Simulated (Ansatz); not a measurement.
# Zone-centre phonons of PtSe₂ at 50 GPa: input and output

These are results of DFT PBE+D3(BJ), scalar-relativistic, plane waves, PAW in Ansatz 0.2.0, not measurements.

Launched with:
```bash
ansatz run input.yaml --threads 1 --pin off --max-ram 3072MiB --backend cpu --events-out ev --progress --plain --runs-dir out
```

Input (bare energies are in eV):
```yaml
crystal:
  lattice:
    - [3.5746187578, 0.0, 0.0]
    - [-1.7873093789, 3.0957106531, 0.0]
    - [0.0, 0.0, 4.0004413371]
  atoms:
    - { symbol: Pt, position: [0.0, 0.0, 0.0] }
    - { symbol: Se, position: [0.3333333333, 0.6666666667, 0.3005280222] }
    - { symbol: Se, position: [0.6666666667, 0.3333333333, 0.6994719778] }
basis:
  ecutwfc: 420
kpoints:
  mp_grid: { grid: [12, 12, 10] }
hamiltonian:
  xc: pbe
  dispersion: d3bj
scf:
  occupations: { method: fermi_dirac, width: 0.15 }
output:
  eigenvalues: true
phonons:
  method: dfpt
  eigenvectors: true
```

Results section of the output:
```
--- Phonons (Γ-DFPT): 4 representative perturbations + reference, on 398 of 1440 k-points (Σ response iterations 13) ---
  k mesh reduced under 2 symmetry operations, with k and −k counted as one. Each operation leaves every solved perturbation unchanged. A smaller set is not used because it would not reduce the number of displacements ...
  ASR residual: 4.110e-4 → 0.000e0 eV/Å²; symmetrization residual: 1.743e-5 eV/Å²
  pairwise dispersion correction: d3bj (s6 = 1.0, s8 = 0.7875, a1 = 0.4289, a2_bohr = 4.4407), with the weights of each atom's references fixed at the reference crystal's, and the forces and stress that the weights' published response gives ...
  ASR residual per site (eV/Å²): 4.11e-4 5.36e-5 5.36e-5
  Γ frequencies (cm⁻¹): 0.00 0.00 0.00 228.54 228.54 268.17 291.93 291.93 310.24
  non-analytic LO–TO correction: not included (Born effective charges unavailable; polar crystals: no LO–TO splitting at Γ)
```

It took 4.9 min on 1 thread of Intel(R) Xeon(R) Processor @ 2.70GHz, on a shared host, peak memory 1.7 GiB.

In a metal, frequencies and elastic constants depend on the k mesh and the smearing, soft modes and shear constants most. Spin–orbit coupling is left out, which matters for heavy elements. Other phases may be more stable at this pressure. A semilocal functional can close a gap that the real compound has.